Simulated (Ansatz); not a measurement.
CdSe (zinc blende)

```yaml
crystal:
  lattice:
    - [0.00000, 6.19627, 6.19627]
    - [3.09814, 3.09814, 6.19627]
    - [3.09814, 3.09814, 0.00000]
  atoms:
    - { symbol: Se, position: [0.00000, 0.75000, 0.75000] }
    - { symbol: Se, position: [0.50000, 0.75000, 0.75000] }
    - { symbol: Cd, position: [0.00000, 0.00000, 0.00000] }
    - { symbol: Cd, position: [0.50000, 0.00000, 0.00000] }
```

The atoms are displaced by Q × the pattern below (from a DFPT mode at X = (0.5, 0.5, 0.0), largest move 1; Q in Å), at fixed cell. It is one choice among 2 degenerate patterns. (q is in reciprocal vectors of the primitive cell; the cell shown is doubled to hold the pattern.)

```csv
atom,x,y,z
Se1,0.000,-1.000,0.000
Se2,0.000,1.000,0.000
Cd3,0.488,0.000,0.000
Cd4,-0.488,0.000,0.000
```

Calculation: PBE (plane waves to 420 eV, PAW, scalar-relativistic; Ansatz, a quantum-chemistry and plane-wave program). k mesh 9×9×9 (Γ-centred), Fermi-Dirac smearing 0.05 eV. Energies are smeared free energies. CdSe was relaxed with its symmetry unable to fall. ΔE is measured from the undisplaced structure.

The scan covers Q from -0.100 to 0.100 Å in 13 points.

Question: Which space group does the distorted structure have?

Answer: C222_1 (No. 20), lowered from F-43m.

Question: What is the energy change at Q = 0.100 Å?

Answer: 111.2 meV/cell.

Question: What harmonic wavenumber does the curvature at Q = 0 give?

Answer: 169 cm⁻¹.

(A displaced cell: forces are minus the slopes of the energy, force constants its curvatures, and phonons follow from these.)
